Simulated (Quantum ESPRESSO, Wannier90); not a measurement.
# InP (zinc blende), plane waves to Wannier functions

```xyz
2
Lattice="0.0000 2.9520 2.9520 2.9520 0.0000 2.9520 2.9520 2.9520 0.0000" Properties=species:S:1:pos:R:3 pbc="T T T"
In     0.0000     0.0000     0.0000
P     -1.4760    -1.4760    -1.4760
```

Materials Project entry mp-20351; symmetrised, unrelaxed at this level. COD (Crystallography Open Database) has an entry of this formula and space group (matched by these alone). Method: LDA plane waves in Quantum ESPRESSO 7.5 (PseudoDojo norm-conserving files, 56 Ry, no spin polarisation, no spin-orbit coupling), Bloch states on a 10×10×10 mesh through Γ, Wannier90 4.0.1. Density: 10×10×10 mesh, Gaussian smearing 0.01 Ry. Spin-orbit coupling is left out although heavy elements are present.

Base run: 8 functions from bands 6-20 of the 20 computed, start hydrogen-like In: s;p; P: s;p, centres 0.05 Å off the atoms, frozen window up to 1.87 eV relative to the valence-band maximum, outer window open. Rows change the key named; with other orbitals the number of functions and the frozen window follow, as listed; window edges are relative to the valence-band maximum. The misfit compares interpolated bands with pw.x on a high-symmetry path, for states up to 1.4 eV relative to the valence-band maximum. Converged means that the tolerances were met: symmetric starts can stop on a saddle, which shows as a larger Ω_OD at equal Ω_I and can move the misfit too.

```csv
setting,functions,frozen to (eV),Ω_I (Å²),Ω_D (Å²),Ω_OD (Å²),rms misfit (meV),worst (meV),ended
base,8,1.87,11.57,0.02,1.79,2.8,11,converged
```

Starting from this base row, predict which settings stop with an error, and how Ω_I and the misfit move in the others: only the lowest 10 of the kept bands; only the lowest 11 of the kept bands; only the lowest 13 of the kept bands; dis_mix_ratio = 1.0.


| setting | functions | frozen to (eV) | Ω_I (Å²) | Ω_D (Å²) | Ω_OD (Å²) | rms misfit (meV) | worst (meV) | ended |
|---|---|---|---|---|---|---|---|---|
| only the lowest 10 of the kept bands | 8 | 1.87 | 17.43 | 0.21 | 2.37 | 0.9 | 4.1 | converged |
| only the lowest 11 of the kept bands | 8 | 1.87 | 15.90 | 0.20 | 2.23 | 1.1 | 6.1 | converged |
| only the lowest 13 of the kept bands | 8 | 1.87 | 13.21 | 0.08 | 1.95 | 1.3 | 4.8 | converged |
| dis_mix_ratio = 1.0 | 8 | 1.87 | 11.57 | 0.02 | 1.78 | 2.7 | 11 | converged |
